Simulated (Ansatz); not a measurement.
## BiTe — electric field gradients

The cell is a structure deposited in the COD, atoms as given.

Space group P-3m1 (No. 164); a = 4.4220, c = 24.0500 Å, γ = 120.00°.

```
site  Wyckoff  site symmetry       x       y       z
 Bi1       2c            3m.  0.0000  0.0000  0.1252
 Bi3       2d            3m.  0.3333  0.6667  0.2922
 Bi5       2d            3m.  0.6667  0.3333  0.4593
 Te7       2d            3m.  0.3333  0.6667  0.0530
 Te9       2d            3m.  0.6667  0.3333  0.2111
Te11       2c            3m.  0.0000  0.0000  0.3631
```

One atom of each set is listed.

The numbers come from a DFT calculation in Ansatz (PBE, plane waves and PAW, scalar-relativistic, 420 eV cutoff, Γ-centred 11×11×2 k-points, Fermi–Dirac smearing 0.02 eV).

Conventions: |V_zz| ≥ |V_yy| ≥ |V_xx|, η = (V_xx − V_yy)/V_zz, C_Q = eQV_zz/h.

Bi-209: I = 9/2, Q = -516.0 mb. Q values from Pyykkö, Mol. Phys. 116, 1328 (2018).

Problem. What field gradients does the calculation give at each kind of site?

Solution. 

```tsv
site	atoms	first shell	V_zz (10²¹ V/m²)	η	C_Q (MHz)
Bi1	2	6 Te at 3.09–3.28 Å	1.60	0.00	-19.9
Bi3	2	6 Te at 3.07–3.21 Å	2.60	0.00	-32.5
Bi5	2	3 Bi at 3.22 Å, 3 Te at 3.45 Å	12.83	0.00	-160
Te7	2	3 Bi at 3.09 Å, 3 Te at 3.61 Å	0.038	0.00	–
Te9	2	6 Bi at 3.21–3.28 Å	8.18	0.00	–
Te11	2	6 Bi at 3.07–3.45 Å	0.080	0.00	–
```

An axis of threefold or higher order runs through Bi1, Bi3, Bi5, Te7, Te9 and Te11, so V_zz lies along it and η is zero.

Te has no stable isotope with a ground-state quadrupole moment in the table, so no C_Q is given.

The largest force is 1.3 eV/Å, so the atoms aren't at the calculated equilibrium and relaxing them would move these values. With no gap above 0.1 eV, as in a metal, the gradients converge slowly in k; expect changes of a tenth or more on a denser mesh. Spin–orbit coupling is left out, which shifts gradients on Bi by a few per cent in wide-gap crystals, and can shift them far more where the calculated gap is small or absent, as here.
